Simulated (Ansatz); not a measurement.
Al:
```xyz
1
Lattice="0.0000 1.9911 1.9911 1.9911 0.0000 1.9911 1.9911 1.9911 0.0000" Properties=species:S:1:pos:R:3 pbc="T T T"
Al     0.0000     0.0000     0.0000
```

Relaxed with PBE+D3(BJ). Special points in fractions of this cell's reciprocal vectors: Γ (0.000, 0.000, 0.000); X (0.500, 0.000, 0.500); U (0.625, 0.250, 0.625); K (0.375, 0.375, 0.750); L (0.500, 0.500, 0.500); W (0.500, 0.250, 0.750).

List the band energies nearest the Fermi level at these points for PBE+D3(BJ) in the plane-wave PAW code Ansatz.

In eV from the Fermi level; about four levels below and three above (degenerate sets whole), none deeper than 8.9 eV; … stands for higher levels left out; points with the same levels are listed once.

| k | below | above |
|---|---|---|
| Γ | – | … |
| X | -3.02 -1.61 | 5.24 … |
| U | -1.96 -1.44 -0.31 | … |
| L | -4.76 -4.43 | … |
| W | -0.89 -0.89 | 0.09 … |

Space group Fm-3m (fcc (Cu type)). The PBE+D3(BJ) relaxation kept the symmetry of its start. The pairwise dispersion correction was not fitted to metals.

Potentials: the later of the program's two PAW sets.
